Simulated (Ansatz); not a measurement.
AgAu:
Space group R-3m, hexagonal axes (No. 166); a = 2.916 Å, b = 2.916 Å, c = 14.165 Å, α = 90.00°, β = 90.00°, γ = 120.00°

```
atom  site  symmetry       x       y       z
----  ----  --------  ------  ------  ------
Ag      3a       -3m  0.0000  0.0000  0.0000
Au      3b       -3m  0.0000  0.0000  0.5000
```
(The calculation used a cell of 2 atoms; values per cell refer to that cell.)

Relaxed at zero pressure with r²SCAN in the plane-wave PAW code Ansatz.

Task: The volume is lowered by 6 % and shape and atoms relax at that volume. What pressure results, and how do the axes share the change?

Result: 9.5 GPa; a -2.1 %, b -2.1 %, c -2.0 %; the energy rises by 29 meV/atom.

Task: Give the new structure.

Result: 
Space group R-3m, hexagonal axes (No. 166); a = b = 2.8548 Å, c = 13.8884 Å, α = β = 90.00°, γ = 120.00°

```csv
atom,site,symmetry,x,y,z
Ag,3a,-3m,0.0000,0.0000,0.0000
Au,3b,-3m,0.0000,0.0000,0.5000
```

The phase is kept; no other phase was compared at this pressure.

The workflow started from a Materials Project entry (that database holds measured and hypothetical structures alike); the Crystallography Open Database copy checked does not list it. With Ag and Au taken as one species the cell has the higher symmetry Fm-3m, so it may be an ordered model of a mixed-site phase. Its standing as an ambient phase is unchecked. Symmetry was held in the r²SCAN relaxation; whether a distortion lowers the energy is not shown. No spin polarisation was allowed. Axis ratios of metals converge slowly with the k-mesh, so a and c are less sure than the volume. Scalar-relativistic: spin–orbit coupling is off unless named, which matters more the heavier the elements.

Potentials: the later of the program's two PAW sets.
